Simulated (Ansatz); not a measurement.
Relaxed ZnS (zinc blende):

```
ZnS
1.0
    0.00000     2.67833     2.67833
    2.67833     0.00000     2.67833
    2.67833     2.67833     0.00000
S Zn
1 1
Direct
  0.75000   0.75000   0.75000
  0.00000   0.00000   0.00000
```

In this cell atom 2 (Zn, nearest neighbour S at 2.320 Å; its periodic images, 3.8 Å or more away, move with it) is moved by s along Cartesian z, unit vector (0.000, 0.000, 1.000); all other atoms and the cell stay fixed.

All values below come from PBEsol (plane waves to 420 eV, PAW, scalar-relativistic; Ansatz, a first-principles code). k mesh 9×9×9 (Γ-centred), Fermi-Dirac smearing 0.05 eV. E stands for the smeared free energy. ZnS was relaxed with its symmetry unable to fall. ΔE is measured from the undisplaced structure.

| s (Å) | ΔE (meV/cell) |
|---|---|
| -0.700 | 1279 |
| -0.560 | 871 |
| -0.420 | 513 |
| -0.280 | 235 |
| -0.140 | 60 |
| 0.000 | 0 |
| 0.140 | 60 |
| 0.280 | 235 |
| 0.420 | 513 |
| 0.560 | 871 |
| 0.700 | 1279 |

Q: What force constant k = d²E/ds² at s = 0 does the table give?

A: 6.1 eV/Å². It is the second difference of the nearest points, corrected with the next pair.

Q: With k = 6.15 eV/Å² from the forces, is the well harmonic out to s = 0.700 Å?

A: ½ks² = 1506 meV/cell against the computed 1279 meV/cell, so the well is softer than harmonic there.

(For displaced atoms, the force is minus the slope of the energy, and its curvature is a force constant, which sets phonon frequencies.)
